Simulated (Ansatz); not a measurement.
CdF₂

Level of theory: DFT, PBE, scalar-relativistic, no spin polarisation; plane waves to 420 eV with PAW datasets (Ansatz 0.2.0), 12×12×12 k-mesh, Gaussian smearing of 0.05 eV. The datasets are Ansatz's generated set soft_2.

```xyz
3
Lattice="0.0000 2.7407 2.7407 2.7407 0.0000 2.7407 2.7407 2.7407 0.0000" Properties=species:S:1:pos:R:3 pbc="T T T"
Cd    0.0000    0.0000    0.0000
F     1.3704    1.3704    1.3704
F     4.1111    4.1111    4.1111
```

The chain of runs began from a cell as deposited in COD, expanded in volume.

The run above is the reference. The same cell was run again with other input settings; several of them aren't fit for production, so the rows show the settings' effect and aren't properties of the material.

```tsv
keys changed	outcome	ΔE (meV/atom)	P (GPa)	gap on the mesh (eV)	cell moment (μB)	largest force component (eV/Å)	SCF iterations	rough core-seconds	new warnings
none (reference)	converged	0.0	0.0	2.92	–	0.000	–	–	–
scf.occupations.method: "gaussian" → "methfessel_paxton"; scf.occupations.width: 0.05 → 0.3; kpoints.mp_grid.grid: [12, 12, 12] → [15, 15, 15]	converged	0.0	0.0	2.93	–	0.000	5	1.6	–
scf.occupations.method: "gaussian" → "cold"	converged	0.0	0.0	2.92	–	0.000	5	1.5	–
accuracy: "medium"	converged	0.0	0.0	2.92	–	0.000	6	1.5	–
```

These changes also left energy (to 0.1 meV/atom), pressure, gap, moment and forces as in the reference: basis.ecutrho_ratio: 4 → 8 | crystal.symmetry: {"detect": false} | scf.lower_state_search: "standard"; scf.algorithm: "density_mixing".

ΔE is the energy with the smearing extrapolated to zero. It is left out where the change alters the Hamiltonian or the spin treatment. The varied runs start from atomic densities (corrected by the program's trained start where that serves), with the default search for lower states unless a row changes it.

**Question.** What happens with these changes: basis.ecutwfc: 420 → "250 eV"?

**Answer.** outcome converged, ΔE (meV/atom) 2446.0, P (GPa) -4.4, gap on the mesh (eV) 3.01, largest force component (eV/Å) 0.000, SCF iterations 7, rough core-seconds 0.8, new warnings cutoff below recommended.

1 further run (cut off, refused for memory, with changed atoms or starts, or in doubt) is left out.

Of the reference: Kohn–Sham gaps of semilocal functionals lie under measured ones, often by a third or more. The relaxed cell is 5 % larger in volume than the cell of this structure in the Crystallography Open Database (13.04 Å³/atom, 1963).
